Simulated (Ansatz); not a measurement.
HfO₂:
```
CELL_PARAMETERS angstrom
      0.00000     2.52923     2.52923
      2.52923     0.00000     2.52923
      2.52923     2.52923     0.00000
ATOMIC_POSITIONS crystal
  Hf 0.00000 0.00000 0.00000
  O  0.25000 0.25000 0.25000
  O  0.75000 0.75000 0.75000
```

Relaxed with r²SCAN.

Question: Map the electron localisation function on the plane through (0.000, 0.000, 0.000) spanned by u = [1, 0, 0] and v = [-1, 1, 1] in lattice vectors, from r²SCAN in the plane-wave PAW code Ansatz.

Answer: x is the fraction of u, y of v (the angle between them is 90°; rows are the nearest grid lines); atoms in the plane: Hf at (0.00, 0.00), O at (0.50, 0.25), O at (0.50, 0.75).
```
y \ x   0.000  0.111  0.167  0.278  0.389  0.444  0.556  0.611  0.722  0.833  0.889   1.00
------  -----  -----  -----  -----  -----  -----  -----  -----  -----  -----  -----  -----
1.00    0.738  0.850  0.821  0.201  0.068  0.079  0.079  0.068  0.201  0.821  0.850  0.738
0.920   0.848  0.835  0.714  0.139  0.508  0.633  0.633  0.507  0.137  0.712  0.835  0.848
0.840   0.569  0.368  0.177  0.476  0.836  0.802  0.803  0.835  0.469  0.178  0.370  0.569
0.760   0.036  0.048  0.138  0.768  0.738  0.429  0.431  0.737  0.770  0.140  0.047  0.036
0.680   0.022  0.065  0.215  0.718  0.803  0.733  0.734  0.803  0.718  0.215  0.065  0.022
0.600   0.017  0.042  0.108  0.459  0.705  0.752  0.752  0.704  0.460  0.107  0.042  0.017
0.520   0.011  0.018  0.031  0.069  0.101  0.110  0.110  0.101  0.069  0.031  0.018  0.011
0.480   0.011  0.018  0.031  0.069  0.101  0.110  0.110  0.101  0.069  0.031  0.018  0.011
0.400   0.017  0.042  0.107  0.460  0.704  0.752  0.752  0.705  0.459  0.108  0.042  0.017
0.320   0.022  0.065  0.215  0.718  0.803  0.734  0.733  0.803  0.718  0.215  0.065  0.022
0.240   0.036  0.047  0.140  0.770  0.737  0.431  0.429  0.738  0.768  0.138  0.048  0.036
0.160   0.569  0.370  0.178  0.469  0.835  0.803  0.802  0.836  0.476  0.177  0.368  0.569
0.0800  0.848  0.835  0.712  0.137  0.507  0.633  0.633  0.508  0.139  0.714  0.835  0.848
0.000   0.738  0.850  0.821  0.201  0.068  0.079  0.079  0.068  0.201  0.821  0.850  0.738
```

The density is the valence pseudo-density with augmentation charge, so density and ELF within about 1 Å of a nucleus are not all-electron values.

Space group Fm-3m (fluorite). This is a known high-temperature phase of the composition, computed here at zero pressure and temperature. The r²SCAN relaxation kept the symmetry of its start; whether a distortion lowers the energy is not shown. The run is not spin-polarised. Scalar-relativistic: spin–orbit coupling is off unless named, which matters more the heavier the elements.

Potentials: the later of the program's two PAW sets.
